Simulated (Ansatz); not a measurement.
**Kick test of a cell of KTmI4**

It was reached by relaxing an invented guess, and it needn't be the stable form of this composition.

These are results of DFT PBE, scalar-relativistic, plane waves, PAW, and for the lanthanide a 4f-in-core norm-conserving potential (Ansatz 0.2.0), not measurements. Cutoff 690 eV; k points 4×6×4 on the computed 6-atom cell (Γ-centred); Gaussian smearing, width 0.02 eV; no spin polarisation.

The cell below (6 atoms, space group P2/m (No. 10)) is relaxed within its symmetry.

```cif
data_structure
_symmetry_space_group_name_H-M 'P 1'
_symmetry_Int_Tables_number 1
_cell_length_a 7.5310
_cell_length_b 4.5453
_cell_length_c 8.2982
_cell_angle_alpha 90.000
_cell_angle_beta 93.132
_cell_angle_gamma 90.000
_cell_volume 283.63
loop_
_atom_site_label
_atom_site_type_symbol
_atom_site_fract_x
_atom_site_fract_y
_atom_site_fract_z
_atom_site_occupancy
K1 K 0.50000 0.50000 0.50000 1
Tm1 Tm 0.00000 0.00000 0.00000 1
I1 I 0.22841 0.50000 0.87565 1
I2 I 0.77159 0.50000 0.12435 1
I3 I 0.78712 0.00000 0.69142 1
I4 I 0.21288 0.00000 0.30858 1
```

For the test a repeat of it with 12 atoms (edges 4.55, 8.30, 15.06 Å) was strained at random (σ = 1.5 % a component), the atoms were moved at random (σ = 0.05 Å), and all was relaxed again on a coarse 4×2×1 mesh (in the run’s order of axes) with 0.10 eV smearing, with no symmetry imposed.

These runs have no spin–orbit coupling, which can matter for I.

Question: What happens?

Answer: It returns, within 1 meV/atom of the unmoved cell on that mesh and with the same symmetry when read at 0.1 Å (P1 at 0.01 Å, so small strains and shifts remain). No instability shows in this cell; modes of other wave vectors, which need another repeat, aren't tested.

The lanthanide is trivalent by construction, without f bands, f moments or other valences.
